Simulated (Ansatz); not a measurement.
Input for Ansatz (plane-wave DFT, PAW):

```yaml
crystal:
  lattice:
    - [6.252883, 0.000151, -0.007855]
    - [0.000151, 6.21252, 0.002917]
    - [-0.007855, 0.002917, 6.850381]
  atoms:
    - { symbol: Ti, position: [0.0157357794, 0.9857964366, 0.0121376332] }
    - { symbol: Ti, position: [0.4876400202, 0.9862875722, 0.014995658] }
    - { symbol: Ti, position: [0.0156068978, 0.5122233914, 0.0125573352] }
    - { symbol: Ti, position: [0.9859482073, 0.0099190697, 0.4891389863] }
    - { symbol: Ti, position: [0.4876621753, 0.5117733989, 0.015416154] }
    - { symbol: Ti, position: [0.5182030329, 0.0105418832, 0.4858521048] }
    - { symbol: Ti, position: [0.7544895253, 0.2482506236, 0.1932951788] }
    - { symbol: Ti, position: [0.9857899208, 0.4876855874, 0.4887718812] }
    - { symbol: Ti, position: [0.2506568834, 0.7485785236, 0.30791109] }
    - { symbol: Ti, position: [0.2527684085, 0.2495961358, 0.7471436894] }
    - { symbol: Ti, position: [0.5183792689, 0.4870456571, 0.485507941] }
    - { symbol: Ti, position: [0.7487043483, 0.2492464704, 0.7751350418] }
    - { symbol: Ti, position: [0.2534440995, 0.7485879587, 0.7256524406] }
    - { symbol: Zn, position: [0.2491330076, 0.2488634765, 0.2538171827] }
    - { symbol: Zn, position: [0.7535341848, 0.7496806164, 0.247637612] }
    - { symbol: Zn, position: [0.7501924128, 0.7489656692, 0.7531013346] }
basis:
  ecutwfc: 420
kpoints:
  mp_grid: { grid: [6, 5, 5] }
hamiltonian:
  xc: pbe
scf:
  occupations: { method: gaussian, width: 0.1 }
  n_extra_bands: 8
output:
  forces: true
  stress: true
  eigenvalues: true
  populations: true
  dos:
    method: { smearing: { sigma: 0.1, scheme: gaussian } }
    projected: true
    de: 0.02
  write_density: true
  write_potential: true
  elf: true
  volumetric_format: npy
```

Run as
```bash
ansatz run input.yaml --threads 4 --pin off --max-ram 9216MiB --backend cpu --events-out ev --progress --plain --runs-dir out
```

Method: DFT PBE, scalar-relativistic, plane waves, PAW (Ansatz 0.2.0).

Abridged output (iterations and final results):

```
SCF iter   1: F=—  HF=-42452.912802 eV  |F-HF|=—  |Δ(HF+E_count)|=         —  Δρ=8.96e-3  dr2=2.56e-1  ethr=1.77e-3  ⟨swp⟩=7.4  Hψ=35162  notcnv=0
SCF iter   2: F=—  HF=-42452.890087 eV  |F-HF|=—  |Δ(HF+E_count)|=   2.27e-2  Δρ=3.59e-3  dr2=2.54e-2  ethr=1.33e-4  ⟨swp⟩=2.0  Hψ=10968  notcnv=0  defer=2
SCF iter   3: F=—  HF=-42452.888629 eV  |F-HF|=—  |Δ(HF+E_count)|=   1.46e-3  Δρ=1.88e-3  dr2=9.56e-3  ethr=1.32e-5  ⟨swp⟩=2.0  Hψ=10398  notcnv=0  defer=2
SCF iter   4: F=—  HF=-42452.888537 eV  |F-HF|=—  |Δ(HF+E_count)|=   9.19e-5  Δρ=9.88e-4  dr2=1.85e-3  ethr=4.98e-6  ⟨swp⟩=2.0  Hψ=11254  notcnv=0  defer=2
SCF iter   5: F=—  HF=-42452.887925 eV  |F-HF|=—  |Δ(HF+E_count)|=   6.12e-4  Δρ=2.67e-4  dr2=2.02e-4  ethr=9.66e-7  ⟨swp⟩=2.0  Hψ=10958  notcnv=0  defer=2
SCF iter   6: F=—  HF=-42452.887864 eV  |F-HF|=—  |Δ(HF+E_count)|=   6.13e-5  Δρ=1.13e-4  dr2=2.99e-5  ethr=1.05e-7  ⟨swp⟩=2.0  Hψ=11275  notcnv=0  defer=2
SCF iter   7: F=—  HF=-42452.887854 eV  |F-HF|=—  |Δ(HF+E_count)|=   9.19e-6  Δρ=2.90e-5  dr2=2.32e-6  ethr=1.56e-8  ⟨swp⟩=2.0  Hψ=11231  notcnv=0  defer=2
SCF iter   8: F=—  HF=-42452.887854 eV  |F-HF|=—  |Δ(HF+E_count)|=   5.64e-8  Δρ=1.44e-5  dr2=4.84e-7  ethr=1.21e-9  ⟨swp⟩=2.0  Hψ=11295  notcnv=0  defer=2
SCF iter   9: F=—  HF=-42452.887854 eV  |F-HF|=—  |Δ(HF+E_count)|=   9.53e-9  Δρ=9.52e-6  dr2=1.63e-7  ethr=2.52e-10  ⟨swp⟩=2.0  Hψ=11256  notcnv=0  defer=2
SCF iter  10: F=-42452.887854 eV  HF=-42452.887854 eV  |F-HF|=3.54e-8  |Δ(HF+E_count)|=   5.59e-8  Δρ=3.56e-6  dr2=3.42e-8  ethr=5.21e-11  ⟨swp⟩=8.7  Hψ=47256  notcnv=0
SCF 1 converged in 10 iterations: F = -42452.887854 eV  dr2 = 3.42e-8
SCF converged after 10 iterations
Free energy (F): -42452.887854 eV
Harris-Foulkes:  -42452.887854 eV  (|F-HF|=3.54e-8)
Internal energy: -42452.785743 eV  (E = F + TS)
E sigma→0 (E₀):  -42452.836798 eV
Entropy (-TS):   -0.102112 eV (-6.382 meV/atom)
Fermi energy:    13.038462 eV
--- Per-component energies (eV) ---
  E_band       = -1830.048781
  E_kinetic    = 3941.716964
  E_local      = -15103.598536  (includes V_loc(G=0)·N_el)
  E_nonlocal   = 1931.042235
  E_hartree    = 6266.364755
  E_xc         = -1684.314074
  E_vxc        = -1748.477103  (∫ρ·V_xc dr)
  E_paw        = -19085.533887  (= ΣΔE_a)
  E_vpaw       = -3383.455280  (= ΣTr[D̂ρ^β])
  E_aug_tail   = 0.000506  (compensation charges beyond the density's cutoff)
  E_ewald      = -18718.463705
  E_smearing   = -0.102112  (= −TS)
--- Forces (eV/Å), atoms counted from 1 ---
  atom   1  Ti    -0.01170252     0.03549555    -0.22175268
  atom   2  Ti     0.01603124     0.05226130    -0.21469669
  atom   3  Ti    -0.02632102    -0.03757250    -0.21887740
  atom   4  Ti     0.02280435    -0.02790346     0.21311790
  atom   5  Ti     0.03256452    -0.05531991    -0.21276084
  atom   6  Ti    -0.03569535    -0.04986257     0.20878573
  atom   7  Ti    -0.01858482     0.01627586     0.03366792
  atom   8  Ti     0.01141201     0.03181397     0.21206551
  atom   9  Ti     0.00106259     0.01344721    -0.01430896
  atom  10  Ti    -0.00363996    -0.00466456    -0.02678144
  atom  11  Ti    -0.02457965     0.05450656     0.20794919
  atom  12  Ti    -0.00115363     0.00194304     0.09654482
  atom  13  Ti     0.01804269    -0.00315162    -0.06783402
  atom  14  Zn     0.01845605    -0.00581104    -0.00016534
  atom  15  Zn    -0.00087629    -0.01852907     0.00448700
  atom  16  Zn     0.00218076    -0.00292873     0.00055904
--- Stress (GPa, compression-positive) ---
        0.363779      -0.001151       0.022272
       -0.001151       0.377754      -0.023874
        0.022272      -0.023874      -0.617118
  P = ⅓ Tr σ = 0.0415 GPa (0.415 kbar)
--- Band table (eV; the first three rows and the last of 76) ---
  k-point 0: bands = ["-43.6064", "-43.5635", "-43.5448", "-43.5441", "-43.5361", "-43.5350", "-43.5220", "-43.5131", "-43.4587", "-43.4386", "-43.3783", "-43.1501", "-43.1274", "-20.1914", "-20.1068", "-20.1062", "-20.0629", "-20.0616", "-20.0366", "-19.9733", "-19.9506", "-19.9461", "-19.9446", "-19.9188", "-19.8944", "-19.8459", "-19.8293", "-19.8267", "-19.7939", "-19.7901", "-19.7672", "-19.7669", "-19.7562", "-19.7289", "-19.7191", "-19.7155", "-19.6975", "-19.6963", "-19.6843", "-19.6768", "-19.6450", "-19.6404", "-19.5960", "-19.5768", "-19.5427", "-19.5371", "-19.3813", "-19.3563", "-19.3024", "-19.2999", "-19.2687", "-19.2631", "5.9161", "6.0520", "6.0535", "6.0683", "6.0693", "6.0 ...
  k-point 1: bands = ["-43.6030", "-43.5678", "-43.5445", "-43.5438", "-43.5365", "-43.5353", "-43.5217", "-43.5134", "-43.4586", "-43.4380", "-43.3780", "-43.1501", "-43.1274", "-20.1738", "-20.0976", "-20.0967", "-20.0479", "-20.0464", "-20.0406", "-19.9834", "-19.9674", "-19.9639", "-19.9620", "-19.9415", "-19.8750", "-19.8518", "-19.8500", "-19.8403", "-19.8075", "-19.8024", "-19.7721", "-19.7684", "-19.7597", "-19.7286", "-19.7161", "-19.6987", "-19.6839", "-19.6809", "-19.6795", "-19.6769", "-19.6286", "-19.6251", "-19.5950", "-19.5682", "-19.5386", "-19.5329", "-19.4061", "-19.3458", "-19.3043", "-19.3020", "-19.2720", "-19.2662", "6.0384", "6.0576", "6.0591", "6.0710", "6.0914", "6.0 ...
  k-point 2: bands = ["-43.5946", "-43.5777", "-43.5441", "-43.5433", "-43.5371", "-43.5358", "-43.5213", "-43.5138", "-43.4585", "-43.4370", "-43.3776", "-43.1502", "-43.1273", "-20.1252", "-20.0736", "-20.0717", "-20.0621", "-20.0339", "-20.0223", "-20.0217", "-19.9886", "-19.9875", "-19.9632", "-19.9564", "-19.9081", "-19.9068", "-19.8641", "-19.8290", "-19.8044", "-19.8003", "-19.7832", "-19.7795", "-19.7711", "-19.7280", "-19.7172", "-19.6830", "-19.6779", "-19.6659", "-19.6591", "-19.6570", "-19.6085", "-19.6056", "-19.5843", "-19.5608", "-19.5313", "-19.5255", "-19.4407", "-19.3390", "-19.3073", "-19.3055", "-19.2778", "-19.2714", "6.0672", "6.0688", "6.0738", "6.0962", "6.1019", "6.1 ...
  k-point 75: bands = ["-43.5685", "-43.5644", "-43.5481", "-43.5460", "-43.5426", "-43.5401", "-43.5354", "-43.5313", "-43.4478", "-43.4414", "-43.3766", "-43.1474", "-43.1284", "-20.0496", "-20.0383", "-20.0309", "-20.0187", "-20.0095", "-20.0014", "-19.9614", "-19.9433", "-19.9312", "-19.9111", "-19.9080", "-19.8987", "-19.8861", "-19.8838", "-19.8702", "-19.8517", "-19.8453", "-19.8365", "-19.8294", "-19.8163", "-19.8092", "-19.8085", "-19.7896", "-19.7857", "-19.6750", "-19.6423", "-19.6410", "-19.6071", "-19.5691", "-19.5553", "-19.5542", "-19.5451", "-19.5433", "-19.3732", "-19.3592", "-19.3019", "-19.2964", "-19.2700", "-19.2632", "6.0640", "6.0666", "6.0826", "6.0844", "6.1379", "6. ...
--- Löwdin populations: 16 sites ---
  site symbol q [e]
     0     Ti     11.9951
     1     Ti     11.9940
     2     Ti     11.9946
     3     Ti     11.9967
     4     Ti     11.9934
     5     Ti     11.9966
     6     Ti     12.1035
     7     Ti     11.9972
     8     Ti     12.1036
     9     Ti     11.8993
    10     Ti     11.9972
    11     Ti     11.8833
    12     Ti     11.8804
    13     Zn     10.9905
    14     Zn     11.0151
    15     Zn     11.0530
  spilling = 0.016179 (of n_electrons = 192.000000)
```

Self-consistency was reached.

It took 120 s on 4 threads of Arm Neoverse V2, with other jobs on the host, peak memory 1.9 GiB.